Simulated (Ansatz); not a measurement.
Below is a relaxed structure of CuO₂. It was relaxed at this level from a Materials Project cell.

All numbers below come from DFT PBE, scalar-relativistic, plane waves, PAW in Ansatz. Cutoff 420 eV, Γ-centred mesh, Gaussian smearing, collinear spin.

```
Cu O
1.0
     0.00000    4.12764    4.12764
     4.12764    0.00000    4.12764
     4.12764    4.12764    0.00000
Cu O
4 8
Direct
  0.62500 0.62500 0.62500
  0.62500 0.62500 0.12500
  0.62500 0.12500 0.62500
  0.12500 0.62500 0.62500
  0.42284 0.85905 0.85905
  0.85905 0.85905 0.85905
  0.82716 0.39095 0.39095
  0.39095 0.39095 0.82716
  0.39095 0.39095 0.39095
  0.39095 0.82716 0.39095
  0.85905 0.85905 0.42284
  0.85905 0.42284 0.85905
```

Energies over the elements count from the elements' standard structures at the same level (O₂ as a molecule), with no fitted energy shifts.

Q: What space group does it have?

A: Fd-3m (No. 227). Conventional cell: a = 8.255 Å. Cu has 6 O at 1.94 Å; O is surrounded by 3 Cu at 1.94 Å.

Q: How far does it lie from the elements in energy?

A: −0.04 eV/atom. A negative formation energy is needed for stability but isn't enough: competing phases decide.

Q: Is it a metal?

A: Yes, bands cross the Fermi level on the 8×8×8 mesh.

Q: Which magnetic moments does it keep?

A: 0.33 μB per atom net, the space between the atoms included; by site: Cu 0.4 (×4); O 0.3 (×8) μB.

The last run used collinear spin, an 8×8×8 mesh for its 12-atom cell and Gaussian smearing of 0.10 eV. For metals, differences of a few meV/atom aren't resolved. In such compounds of Cu a zero gap at this level may well be an artefact, since no Hubbard U is applied. The magnetic state reached may not be the lowest. A structure relaxed within its symmetry needn't be a true minimum.
